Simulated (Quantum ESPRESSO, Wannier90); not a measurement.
Tight-binding from DFT: CaO (rock salt)

Structure: Materials Project mp-2605, symmetrised, not relaxed again. COD (Crystallography Open Database) has an entry of this formula and space group (matched by these alone). Method: PBEsol plane waves in Quantum ESPRESSO 7.5 (PseudoDojo norm-conserving files, 68 Ry, no spin polarisation, no spin-orbit coupling), Bloch states on a 12×12×12 mesh through Γ, Wannier90 4.0.1. Density: 12×12×12 mesh, cold smearing 0.01 Ry.

On the energy scale of pw.x, whose zero is arbitrary, the valence-band maximum lies at 7.63 eV.

Isolated groups of bands, relative to the valence-band maximum (bands from 9 on overlap up to the last one computed):

| bands | from (eV) | to (eV) | filling | weight on atomic waves |
|---|---|---|---|---|
| 1 | -37.40 | -37.26 | filled | Ca 3s 97 % |
| 2–4 | -19.38 | -18.24 | filled | Ca 3p 95 % |
| 5 | -15.39 | -14.17 | filled | O 2s 84 %, Ca 3p 11 %, Ca 4s 5 % |
| 6–8 | -2.67 | 0.00 | filled | O 2p 90 % |

Input w.win:

```
num_bands = 18
num_wann = 10
exclude_bands = 1-4
num_iter = 800
conv_tol = 1.0e-6
conv_window = 4
dis_num_iter = 1000
dis_conv_tol = 1.0e-6
dis_froz_max = 5.06
write_hr = true
write_u_matrices = true
begin projections
Ca: s;d
O: s;p
end projections
begin unit_cell_cart
ang
    0.0000000000    2.4035550000    2.4035550000
    2.4035550000    0.0000000000    2.4035550000
    2.4035550000    2.4035550000    0.0000000000
end unit_cell_cart
begin atoms_frac
Ca   0.0000000000  0.0000000000  0.0000000000
O    0.5000000000  0.5000000000  0.5000000000
end atoms_frac
mp_grid = 12 12 12
begin kpoints
0.0000000000 0.0000000000 0.0000000000
0.0000000000 0.0000000000 0.0833333333
0.0000000000 0.0000000000 0.1666666667
... (1725 more lines: the 12x12x12 mesh through Gamma)
end kpoints
```

The run ends without an error message, but its bands miss those of pw.x by 1430 meV rms and 5.02 eV at worst (states up to 4.6 eV relative to the valence-band maximum).

**Question.** What is the mistake?

**Answer.** Window typed relative to the reference level, not as an absolute energy. With that mended (10 functions from bands 5-22 of the 22 computed, start hydrogen-like Ca: s;d; O: s;p, frozen window up to 5.06 eV relative to the valence-band maximum, outer window open) the misfit is 3.9 meV rms.
